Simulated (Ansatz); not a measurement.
## Lattice vibrations of Cs2MnGaC6N6 at Γ

All numbers below come from DFT PBE, scalar-relativistic, plane waves, PAW (Ansatz). Plane waves to 420 eV; Γ-centred k mesh 4×4×4; fixed occupations. No spin polarisation. Phonons by linear response, acoustic sum rule imposed.

Relaxed structure:
```
Cs Mn Ga C N
1.0
     0.00000    5.13019    5.13019
     5.13019    0.00000    5.13019
     5.13019    5.13019    0.00000
Cs Mn Ga C N
2 1 1 6 6
Direct
  0.25000 0.25000 0.25000
  0.75000 0.75000 0.75000
  0.00000 0.00000 0.00000
  0.50000 0.50000 0.50000
  0.81472 0.18528 0.18528
  0.18528 0.81472 0.18528
  0.18528 0.18528 0.81472
  0.18528 0.81472 0.81472
  0.81472 0.18528 0.81472
  0.81472 0.81472 0.18528
  0.69915 0.30085 0.30085
  0.30085 0.69915 0.30085
  0.30085 0.30085 0.69915
  0.30085 0.69915 0.69915
  0.69915 0.30085 0.69915
  0.69915 0.69915 0.30085
```

The structure comes from a generated guess, relaxed at this level; another structure or a mixture of phases may lie lower. Spin–orbit coupling is left out, which matters for heavy elements.

Optical modes at Γ (transverse, no macroscopic field):
| frequency (cm⁻¹) | degeneracy | IR intensity of the level ((D/Å)²/amu) |
| --- | --- | --- |
| 42 | 3 | 0.00 |
| 48 | 3 | 3.93 |
| 61 | 3 | 0.00 |
| 185 | 3 | 0.00 |
| 203 | 3 | 41.77 |
| 264 | 3 | 6.31 |
| 269 | 3 | 0.00 |
| 368 | 3 | 0.00 |
| 487 | 2 | 0.00 |
| 499 | 3 | 0.00 |
| 505 | 3 | 5.34 |
| 524 | 3 | 0.00 |
| 546 | 1 | 0.00 |
| 633 | 3 | 16.70 |
| 1973 | 3 | 314.54 |
| 1984 | 2 | 0.00 |
| 2104 | 1 | 0.00 |

All 45 optical modes at Γ are real: no displacement of atoms at fixed cell lowers the energy to second order. Strains and modes at other wave vectors aren't tested by this run.

| Quantity | Value |
| --- | --- |
| Electronic dielectric constant ε∞ (principal values) | 3.62 |
| Static dielectric constant ε0 (principal values) | 11.3 |
| Refractive index √ε∞, mean | 1.90 |
| Kohn–Sham gap on the mesh | 3.35 eV |
| Cost | 16 min on 1 thread of Intel(R) Xeon(R) 6975P-C (Granite Rapids), with other jobs on the host, peak memory 2.5 GiB |

Born effective charges (e):
| atom | Z*xx | Z*yy | Z*zz | mean |
| --- | --- | --- | --- | --- |
| Cs (atom 1) | 1.35 | 1.35 | 1.35 | 1.35 |
| Mn (atom 3) | -4.01 | -4.01 | -4.01 | -4.01 |
| Ga (atom 4) | 5.04 | 5.04 | 5.04 | 5.04 |
| C (atom 5) | 3.66 | 0.27 | 0.27 | 1.40 |
| N (atom 11) | -4.09 | -0.99 | -0.99 | -2.02 |

The modes are given without the long-range field that lifts LO modes in polar crystals.
